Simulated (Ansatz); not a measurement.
TaAg:
```
TaAg
1.0
    2.82463     0.00000     0.00000
    0.00000     2.82463     0.00000
    0.00000     0.00000     4.33074
Ag Ta
1 1
Cartesian
  0.00000   0.00000   0.00000
  1.41232   1.41232   2.16537
```

Relaxed with r²SCAN. Special points in fractions of this cell's reciprocal vectors: Γ (0.000, 0.000, 0.000); X (0.000, 0.500, 0.000); M (0.500, 0.500, 0.000); Z (0.000, 0.000, 0.500); R (0.000, 0.500, 0.500); A (0.500, 0.500, 0.500).

Question: List the band energies nearest the Fermi level at these points for r²SCAN in the plane-wave PAW code Ansatz.

Answer: In eV from the Fermi level; about four levels below and three above (degenerate sets whole), none deeper than 8.9 eV; points with the same levels are listed once.

```
k                          below                above
-  -----------------------------  -------------------
Γ  -4.91 -4.91 -4.15 -2.21 -1.47       0.92 3.86 3.86
X        -4.19 -2.47 -1.42 -0.42       2.21 3.79 7.87
M  -6.59 -6.59 -6.28 -3.38 -1.73  1.34 1.34 2.40 2.40
Z  -4.73 -4.73 -4.13 -2.57 -0.12       2.83 2.83 5.62
R        -4.75 -1.86 -1.75 -0.64       0.11 2.73 2.88
A        -3.80 -3.38 -1.99 -1.99       2.26 6.49 7.68
```

Space group P4/mmm (L1₀ or tetragonal B2). The start of the workflow was typed in or built on a structure type; neither database checked (COD, Materials Project) lists it. Whether it is the stable phase at ambient conditions was not checked. Symmetry was held in the r²SCAN relaxation; whether a distortion lowers the energy is not shown. The run is not spin-polarised. Its formation energy is positive at this level, so the cell may be metastable or incomplete. Spin–orbit coupling is left out wherever it is not named.

Potentials: the later of the program's two PAW sets.
